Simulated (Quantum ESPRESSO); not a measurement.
pw.x input (Quantum ESPRESSO 7.5; PBEsol, PseudoDojo standard norm-conserving files, scalar-relativistic):

```
&CONTROL
  calculation = 'scf'
  pseudo_dir = './pseudo'
  outdir = './out'
  tprnfor = .true.
  tstress = .true.
/
&SYSTEM
  ibrav = 0
  nat = 7
  ntyp = 3
  ecutwfc = 72.0
  ecutrho = 288.0
  occupations = 'smearing'
  smearing = 'fd'
  degauss = 0.002
  nbnd = 20
/
&ELECTRONS
  conv_thr = 7.000000000000001e-10
/
ATOMIC_SPECIES
H 1.0080 H.upf
Ca 40.0780 Ca.upf
Cs 132.9055 Cs.upf
CELL_PARAMETERS angstrom
 -2.301555000000   2.301555000000   7.753885000000
  2.301555000000  -2.301555000000   7.753885000000
  2.301555000000   2.301555000000  -7.753885000000
ATOMIC_POSITIONS crystal
H   0.851480000000   0.851480000000   0.000000000000
H   0.148520000000   0.148520000000  -0.000000000000
H   0.000000000000   0.500000000000   0.500000000000
H   0.500000000000   0.000000000000   0.500000000000
Ca   0.000000000000   0.000000000000   0.000000000000
Cs   0.648060000000   0.648060000000  -0.000000000000
Cs   0.351940000000   0.351940000000  -0.000000000000
K_POINTS automatic
8 8 8 0 0 0
```

End of the output:

```

[...]
     the Fermi energy is     4.8449 ev
!    total energy              =    -175.55098460 Ry
     estimated scf accuracy    <          2.0E-10 Ry
     smearing contrib. (-TS)   =       0.00000000 Ry
     internal energy E=F+TS    =    -175.55098460 Ry
     The total energy is F=E-TS. E is the sum of the following terms:
     one-electron contribution =     -57.24720889 Ry
     hartree contribution      =      36.25053180 Ry
     xc contribution           =     -44.61176766 Ry
     ewald contribution        =    -109.94253985 Ry
     convergence has been achieved in   9 iterations
     Forces acting on atoms (cartesian axes, Ry/au):
     atom    1 type  1   force =     0.00000000    0.00000000    0.00060664
     atom    2 type  1   force =     0.00000000    0.00000000   -0.00060664
     atom    3 type  1   force =     0.00000000    0.00000000    0.00000000
     atom    4 type  1   force =    -0.00000000   -0.00000000    0.00000000
     atom    5 type  2   force =     0.00000000    0.00000000    0.00000000
     atom    6 type  3   force =     0.00000000    0.00000000   -0.00254147
     atom    7 type  3   force =    -0.00000000    0.00000000    0.00254147
     Total force =     0.003695     Total SCF correction =     0.000019
     Computing stress (Cartesian axis) and pressure
          total   stress  (Ry/bohr**3)                   (kbar)     P=       -8.88
  -0.00006092   0.00000000   0.00000000           -8.96        0.00        0.00
   0.00000000  -0.00006092   0.00000000            0.00       -8.96        0.00
  -0.00000000   0.00000000  -0.00005925           -0.00        0.00       -8.72
```
In a gapped system the printed Fermi energy is only some level inside the gap.

Geometry of the Materials Project entry, not relaxed at this level.
